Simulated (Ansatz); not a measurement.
This Zr2Zn2N3 structure is the end of a relaxation. The cell was found from a structure generator's guess, not taken from experiment.

All numbers below come from DFT PBE, scalar-relativistic, plane waves, PAW (Ansatz). Cutoff 420 eV, Γ-centred mesh, Gaussian smearing, no spin polarisation.

```
CELL_PARAMETERS angstrom
-2.24216 2.24216 4.58852
2.24216 -2.24216 4.58852
2.24216 2.24216 -4.58852
ATOMIC_POSITIONS crystal
Zr 0.23358 0.23358 0.00000
Zr 0.76642 0.76642 0.00000
Zn 0.50000 0.00000 0.50000
Zn 0.00000 0.50000 0.50000
N 0.25000 0.75000 0.50000
N 0.75000 0.25000 0.50000
N 0.00000 0.00000 0.00000
```

Energies over the elements count from the elements' standard structures at the same level (N₂ as a molecule), with no fitted energy shifts.

Problem. What space group does it have?

Solution. I4/mmm (No. 139). Conventional cell: a = 4.484 Å, c = 9.177 Å. Zr is surrounded by 5 N at 2.14–2.25 Å, 4 Zn at 3.10 Å and 4 Zr at 3.19 Å; around Zn lie 4 N at 2.24–2.29 Å and 4 Zr at 3.10 Å; around N on a site of symmetry -4m2 lie 4 Zr at 2.25 Å and 2 Zn at 2.29 Å; around N on a site of symmetry 4/mmm lie 2 Zr at 2.14 Å and 4 Zn at 2.24 Å.

Problem. What is its formation energy per atom?

Solution. −0.65 eV/atom.

Problem. Is it a metal?

Solution. Yes, bands cross the Fermi level on the 12×12×12 mesh.

The last run used a 12×12×12 mesh for its 7-atom cell and Gaussian smearing of 0.10 eV. A structure relaxed within its symmetry needn't be a true minimum. Another cell of Zr2Zn2N3 relaxed alike, in P-3m1 (a Materials Project cell), lies 158 meV/atom lower, so this cell isn't the stable form at this level.
